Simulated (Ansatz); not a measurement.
KI:
```yaml
crystal:
  lattice:
    - [0.00000, 3.54587, 3.54587]
    - [3.54587, 0.00000, 3.54587]
    - [3.54587, 3.54587, 0.00000]
  atoms:
    - { symbol: K, position: [0.00000, 0.00000, 0.00000] }
    - { symbol: I, position: [0.50000, 0.50000, 0.50000] }
```

r²SCAN in the plane-wave PAW code Ansatz gives a gap of 4.58 eV without spin–orbit coupling, maximum at Γ, minimum at Γ.

What happens when spin–orbit coupling is switched on?

The gap shrinks by 0.31 eV, to 4.27 eV; maximum at Γ, minimum at Γ.

How large is the spin–orbit splitting of the valence top at Γ?

The fourfold level lies 1.00 eV above the split-off pair.

Give the electron effective mass with spin–orbit coupling.

0.34 mₑ (isotropic).

Give the hole effective mass with spin–orbit coupling, band 1 of 2 at the edge.

2.4 along [100], 2.4 along [110], 2.3 along [111] (mₑ).

Give the hole effective mass with spin–orbit coupling, band 2 of 2 at the edge.

0.62 along [100], 0.63 along [110], 0.63 along [111] (mₑ).

Space group Fm-3m (rock salt). The r²SCAN relaxation kept the symmetry of its start; of distortions, only those at the zone centre were tested.

Potentials: the later of the program's two PAW sets.
